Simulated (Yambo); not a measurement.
Yambo run on Be$_{3}$N$_{2}$ (space group P6_3/mmc, No. 194). The wavefunctions are LDA (Quantum ESPRESSO, PseudoDojo norm-conserving, 88 Ry, scalar-relativistic) ones on a 6×6×2 mesh (22 occupied bands); a = b = 2.842 Å, c = 9.747 Å, α = β = 90.00°, γ = 120.00°.

Yambo input:

```
rim_cut
gw0
dyson
el_el_corr
HF_and_locXC
ppa
em1d
RandQpts= 1000000
RandGvec= 1 Ry
EXXRLvcs= 10 Ry
VXCRLvcs= 352 Ry
Chimod= "HARTREE"
% BndsRnXp
 7 | 135 |
%
NGsBlkXp= 8 Ry
% LongDrXp
 1.0 | 1.0 | 1.0 |
%
PPAPntXp= 27.2114 eV
% GbndRnge
 1 | 135 |
%
GTermKind= "BG"
DysSolver= "n"
ExtendOut
% QPkrange
 1 | 1 | 22 | 22 |
 7 | 7 | 22 | 23 |
%
```

k points by index: 1 = Γ, 7 = M.

Resulting energies as the program prints them:

```
#    K-point    Band    Eo [eV]    E [eV]    E-Eo [eV]    Vxc [eV]    Vnlxc [eV]    Sc|Eo [eV]    Sc|E [eV]    dSc/dw|Eo [eV]    Re(Z)    Im(Z)
#
    1    22    0.000000    -0.126806    -0.126806    -17.62069    -20.80207    3.024525    3.054578    -6.445189    0.808500    -0.001005
    7    22    -1.402488    -1.696409    -0.293922    -16.86245    -20.54650    3.319186    3.390125    -6.565618    0.805617    -0.001066
    7    23    3.291040    4.365632    1.074592    -11.55854    -6.458542    -3.825434    -4.025407    -5.063468    0.843113    -0.860411E-3
```
(The two width columns are left out.) Convergence of these settings isn't established.

Geometry of the Materials Project entry, not relaxed at this level.

The structure is a Materials Project entry; no match was found in the copy of COD used, and its stability was not checked.
